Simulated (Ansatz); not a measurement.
The cell is the one relaxed in the Materials Project (mp-76), not relaxed further here; entries there can be hypothetical.

Input and log of a run on Sr: DFT, r2SCAN, PAW with Ansatz's default frozen-core files, scalar-relativistic (Ansatz 0.2.0).

```yaml
crystal:
  lattice:
    - [0.0, 3.0336031291, 3.0336031291]
    - [3.0336031291, 0.0, 3.0336031291]
    - [3.0336031291, 3.0336031291, 0.0]
  atoms:
    - { symbol: Sr, position: [0.0, 0.0, 0.0] }
kpoints:
  mp_grid: { grid: [9, 9, 9] }
  band_path:
    path:
      - [0.0, 0.0, 0.0]
      - [0.5, 0.0, 0.5]
      - [0.625, 0.25, 0.625]
      - [0.375, 0.375, 0.75]
      - [0.0, 0.0, 0.0]
      - [0.5, 0.5, 0.5]
      - [0.5, 0.25, 0.75]
      - [0.5, 0.0, 0.5]
    npoints: 8
scf:
  occupations: { method: fermi_dirac, width: 0.03 }
hamiltonian:
  xc: r2scan
  pseudopotentials: { kind: paw }
output:
  forces: true
  stress: true
  eigenvalues: true
  efg: { contact_densities: true }
  populations: true
  bader: true
  dos: { projected: true, de: 0.2, e_range: [-14, 8] }
```

What the program printed:

```
Sr: output.efg is read without spin–orbit coupling, which moves field gradients at and beside such atoms by some per cent and up to a factor of two; PAW files take it under magnetization.noncollinear and magnetization.spin_orbit
Engine: ansatz 0.2.0
Pseudopotentials: kind: paw
Pseudopotential: Sr, paw, valence charge 10, recommended cutoff 500 eV (meta_gga)
Functional definition: r2SCAN
  parameter k0 = 0.174
  parameter k1 = 0.065
  parameter a1 = 4.9479
  exchange = r2scan_x(k0 = k0, k1 = k1, a1 = a1)
  correlation = r2scan_c
Crystal: 1 atoms, lattice volume = 55.835 Å³
Basis set: ecut = 500 eV, 1411 PW (Γ), exchange–correlation on 128×128×128 points (64 copies of the dense FFT grid, shifted against one another)
Bands: 9, of which v1, the nominal top of the filled ones, is band 5 counted from 1 (4 counted from 0)
Symmetry: 48 space group operations
Space group: Fm-3m (ITA 225), of the structure as read, at distance tolerance 3.8e-5 Å
k-points: 35 of 729
Non-local potential: Sr, projectors of the file, l = 0: 3, l = 1: 2, l = 2: 2
PAW form: soft (Blöchl's): semilocal exchange-correlation on the pseudo side does not see the compensation charge
PAW frozen core: Sr, regenerated for the run's functional (the file was generated under x = pbe(κ = 0.804, μ = 0.2195149727645171), c = pbe(β = 0.06672455060314922))
PAW one-centre angular grid: Sr, 302 points (default); XC on 160 Gauss nodes
Initial density: superposition of atomic densities (neutral atoms: chi_scale 0, normalization atom), corrected by the library's trained network
Initial wavefunctions: pseudopotential atomic-orbital guess
Functional: x = r2scan, c = r2scan; τ floored in thin density (d = 2e-4 eV/Å³)
SCF iter   1: F=—  HF=-3555.088872 eV  |F-HF|=—  |Δ(HF+E_count)|=         —  Δρ=2.68e-3  dr2=6.15e-3  dr2_τ=2.10e-3  ethr=1.77e-3  ⟨swp⟩=7.1  Hψ=2923  notcnv=0
preconditioner: auto → none  [metal: Δε(μ)=0.018 eV  Ē_g=3.832 eV  σ=0.030 eV  W_gap=0.15  n_scr=8 (ndim 8)  ℏωp=7.0 eV  f_vac=0.000  D(μ)=2.29/eV (n_scr^D=14)  sad-step TF]
SCF iter   2: F=—  HF=-3555.110655 eV  |F-HF|=—  |Δ(HF+E_count)|=   2.18e-2  Δρ=2.02e-3  dr2=3.27e-3  dr2_τ=8.71e-5  ethr=6.15e-5  ⟨swp⟩=2.5  Hψ=906  notcnv=0
SCF iter   3: F=—  HF=-3555.111189 eV  |F-HF|=—  |Δ(HF+E_count)|=   5.35e-4  Δρ=5.52e-4  dr2=4.38e-4  dr2_τ=4.41e-5  ethr=3.27e-5  ⟨swp⟩=3.0  Hψ=569  notcnv=0
SCF iter   4: F=—  HF=-3555.111068 eV  |F-HF|=—  |Δ(HF+E_count)|=   1.21e-4  Δρ=4.09e-4  dr2=2.85e-5  dr2_τ=4.85e-6  ethr=4.38e-6  ⟨swp⟩=2.5  Hψ=490  notcnv=0
SCF iter   5: F=—  HF=-3555.111095 eV  |F-HF|=—  |Δ(HF+E_count)|=   2.68e-5  Δρ=1.55e-4  dr2=4.71e-6  dr2_τ=3.14e-6  ethr=2.85e-7  ⟨swp⟩=2.6  Hψ=472  notcnv=0
SCF iter   6: F=—  HF=-3555.111102 eV  |F-HF|=—  |Δ(HF+E_count)|=   7.40e-6  Δρ=4.64e-5  dr2=4.43e-7  dr2_τ=4.25e-8  ethr=4.71e-8  ⟨swp⟩=3.0  Hψ=463  notcnv=0
SCF iter   7: F=-3555.111103 eV  HF=-3555.111103 eV  |F-HF|=5.01e-9  |Δ(HF+E_count)|=   3.81e-7  Δρ=6.26e-6  dr2=7.08e-9  dr2_τ=7.92e-10  ethr=1.00e-9  ⟨swp⟩=7.0  Hψ=1768  notcnv=0
SCF 1 converged in 7 iterations: F = -3555.111103 eV  dr2 = 7.08e-9
  greatest PAW one-centre occupation: 0.989 electrons in one spin orbital (limit 2), on the Sr atom at site 0 (counted from 0), in its partial waves of l = 0
NSCF: frozen V_eff on 57 k-points
SCF converged after 7 iterations
Free energy (F): -3555.111103 eV
Harris-Foulkes:  -3555.111103 eV  (|F-HF|=5.01e-9)
Internal energy: -3555.104691 eV  (E = F + TS)
E sigma→0 (E₀):  -3555.107897 eV
Entropy (-TS):   -0.006411 eV (-6.411 meV/atom)
Fermi energy:    4.953833 eV
--- Per-component energies (eV) ---
  E_band       = -144.501277
  E_kinetic    = 241.829984
  E_local      = -774.129732  (includes V_loc(G=0)·N_el)
  E_nonlocal   = 202.101056
  E_hartree    = 196.103519
  E_xc         = -161.068390
  E_vxc        = -174.143851  (∫ρ·V_xc dr)
  E_paw        = -2715.719403  (= ΣΔE_a)
  E_vpaw       = -41.690378  (= ΣTr[D̂ρ^β])
  E_aug_tail   = -0.000001  (compensation charges beyond the density's cutoff)
  E_vtau       = 9.325346  (kinetic-family band-sum trace: ∫τ·v_τ [+ j·A + Jᵃ·Aᵃ] dr)
  E_ewald      = -544.075688
  E_core_change = -0.146037  (= ΣΔE_core)
  E_smearing   = -0.006411  (= −TS)
  E_closure    = 0.000000  (closes the sum)
  Σ components = -3555.111103   (vs F -3555.111103, Δ=0.00e0)
--- Forces (eV/Å), atoms counted from 1 ---
  atom   1  Sr    -0.00000000    -0.00000000     0.00000000
  max |Σ_I F_I| component: 4.11e-33 eV/Å
--- Stress (GPa, compression-positive) ---
        0.165557      -0.000000       0.000000
        0.000000       0.165557      -0.000000
       -0.000000       0.000000       0.165557
  P = ⅓ Tr σ = 0.1656 GPa (1.656 kbar)
--- PAW observables at the nuclei: V_zz in 10²¹ V/m², potentials from the cell's mean, atoms counted from 1 ---
  atom   1  Sr V_zz =    -0.000000   η = 0.0000   by run symmetry: forbidden
            electrostatic potential = -5503.082853 V   contact ρ = 400776.653186 e/Å³
--- Band table (eV; the first three rows and the last of 35) ---
  k-point 0: bands = ["-32.9843", "-14.2461", "-14.2461", "-14.2461", "1.1630", "7.6866", "7.6866", "7.6866", "9.2173"]
  k-point 1: bands = ["-32.9827", "-14.2697", "-14.2492", "-14.2492", "1.3686", "7.3429", "7.7759", "7.7759", "9.0915"]
  k-point 2: bands = ["-32.9784", "-14.3288", "-14.2571", "-14.2571", "1.9525", "6.6266", "7.8525", "7.8525", "9.0678"]
  k-point 34: bands = ["-32.9656", "-14.3866", "-14.3617", "-14.3137", "4.9434", "5.6604", "5.7099", "7.7860", "10.1932"]
--- Löwdin populations: 1 site ---
  site symbol       q [e]
     0     Sr      9.5100
  spilling = 0.048999 (of n_electrons = 10.000000)
--- Bader charges: 1 site ---
  site symbol  charge [e]  shift [e]
     0     Sr      0.0000     0.0000
  estimated error of the sums over rays = 5.1e-7 e
```
